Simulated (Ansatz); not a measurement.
ZrO in space group P-62m (No. 189; Zr on 1a, Zr on 2d, O on 3f), DFT-PBEsol in the program Ansatz with PAW potentials, all energies at zero smearing, with the estimated change up to a 700 eV cutoff added, with one set of potentials and settings (totals compare only within such a set). Cell of 6 atoms (3 Zr, 3 O): -14077.592 eV.

```csv
element,reference phase,E (eV/atom)
Zr,"Cmmm, 3 atoms in the cell",-4128.6684
O,"C2/m, 4 atoms in the cell, spin-polarised",-558.3609
```

Formation energy per atom, worked out: (-14077.592 − 3×(-4128.6684) − 3×(-558.3609))/6 = -2.751 eV/atom (-265 kJ per mol of atoms), at 0 K, without zero-point energy or fitted corrections.

The start of the workflow was typed in or built on a structure type; neither database checked (COD, Materials Project) lists it. COD files the formula under space group No. 225. Its standing as an ambient phase is unchecked. The PBEsol relaxation kept the symmetry of its start; its stability against distortions is not shown here. No spin polarisation was allowed. The references are the lowest solids computed at this level, not always the standard phases (solids in place of the gases).

Potentials: the earlier of the program's two PAW sets. The files were generated under PBE; for other functionals the program regenerates the frozen cores, and for LDA and PBEsol the local potential too.
